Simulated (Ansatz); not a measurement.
## ZrHg: moving Hg off its site

ZrHg, P4/mmm, a = 3.147 Å, c = 4.170 Å (as given, not relaxed at this level: 3.1 GPa). The structure is a COD entry; whether it is the stable form wasn't checked. Ansatz: r2SCAN, PAW, 500 eV, Γ-centred 16×16×12 mesh on 2 atoms, Gaussian smearing 0.15 eV; no spin polarisation.

```
Zr Hg
1.0
     3.14700    0.00000    0.00000
     0.00000    3.14700    0.00000
     0.00000    0.00000    4.17000
Zr Hg
1 1
Direct
  0.50000 0.50000 0.50000
  0.00000 0.00000 0.00000
```

Atom 2 (Hg) moves by x along the unit vector (0.000, 0.000, -1.000), with its periodic images; all else is held. y is the free energy of the cell over the start, F the force along the path summed over the moved atoms. Symmetry makes y even in x.

| x (Å) | y (meV) | F (eV/Å) |
| --- | --- | --- |
| -0.1000 | ? | ? |
| -0.0500 | 6.68 | 0.27 |
| 0.0000 | 0.00 | 0.00 |
| 0.0125 | 0.42 | -0.07 |
| 0.0250 | 1.66 | -0.13 |
| 0.0375 | 3.75 | -0.20 |
| 0.0625 | 10.47 | -0.34 |
| 0.0750 | 15.14 | -0.41 |
| 0.0875 | 20.69 | -0.48 |

Task: Fit y = c2 x² + c4 x⁴ to the energies of the other rows, give the force constant, and predict energy and force of the missing row.

Result: Least squares on the rows shown. y = 2658.0 x² + 5818.5 x⁴. The force constant is 2 c2 = 5.32 eV/Å², for the cell as given, at 3.1 GPa (for all images moving together, not for a lone atom). The force −dy/dx at the missing row is 0.55 eV/Å (computed 0.55). At x = -0.1000 the fit asked for gives 27.16 meV. The run gave 27.16 meV, the same to the digits shown.

Spin–orbit coupling is left out, which can shift energies with elements as heavy as these.